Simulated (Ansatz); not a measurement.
RbBr:
```xyz
2
Lattice="0.0000 3.5089 3.5089 3.5089 0.0000 3.5089 3.5089 3.5089 0.0000" Properties=species:S:1:pos:R:3 pbc="T T T"
Rb     0.0000     0.0000     0.0000
Br     3.5089     3.5089     3.5089
```

Tensor components refer to the Cartesian frame of this cell.

Give the high-frequency dielectric tensor and the Born effective charge tensors of the independent atoms from DFPT, plane-wave PAW PBE (Ansatz code).


ε∞:
```
2.46  0.00  0.00
0.00  2.46  0.00
0.00  0.00  2.46
```
Z* of atom 1 (Rb), rows: field, columns: displacement, in e:
```
1.16  0.00  0.00
0.00  1.16  0.00
0.00  0.00  1.16
```
Z* of atom 2 (Br), rows: field, columns: displacement, in e:
```
-1.16   0.00   0.00
 0.00  -1.16   0.00
 0.00   0.00  -1.16
```

Static charges for comparison (Bader): Rb1 +0.83, Br2 -0.83 e. Born charges measure polarisation by displacement and can exceed these by far.

Space group Fm-3m (rock salt). The cell was relaxed with PBE under the symmetry of its start; phonons on a q-mesh show no instability. Spin–orbit coupling is left out wherever it is not named.

Potentials: the later of the program's two PAW sets.
